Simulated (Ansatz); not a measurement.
Relaxed AlRu (CsCl type):

```
CELL_PARAMETERS angstrom
      2.98252     0.00000     0.00000
      0.00000     2.98252     0.00000
      0.00000     0.00000     2.98252
ATOMIC_POSITIONS crystal
  Al 0.00000 0.00000 0.00000
  Ru 0.50000 0.50000 0.50000
```

Calculation: r2SCAN (plane waves to 500 eV, PAW, scalar-relativistic; Ansatz, a program for electronic structure). k mesh 13×13×13 (Γ-centred), Fermi-Dirac smearing 0.05 eV. With partly filled bands, energies and forces of such displacements shift with the k mesh and the smearing. AlRu is run without spin polarisation. AlRu was relaxed with its symmetry unable to fall.

One atom of the cell was then moved (with its periodic images), all else fixed, and the forces (eV/Å) came out as:

```json
[
 {"atom": "Al1", "Fx": "0.000", "Fy": "0.000", "Fz": "1.682"},
 {"atom": "Ru2", "Fx": "0.000", "Fy": "0.000", "Fz": "-1.682"}
]
```

With two atoms only their relative shift counts; take Al1 as fixed.

### Question
Which atom was moved, and by which vector (Å)?

### Answer
Ru2, by (0.00, 0.00, 0.21), 0.21 Å in all.

(For displaced atoms, the force is minus the slope of the energy, and its curvature is a force constant, which sets phonon frequencies.)
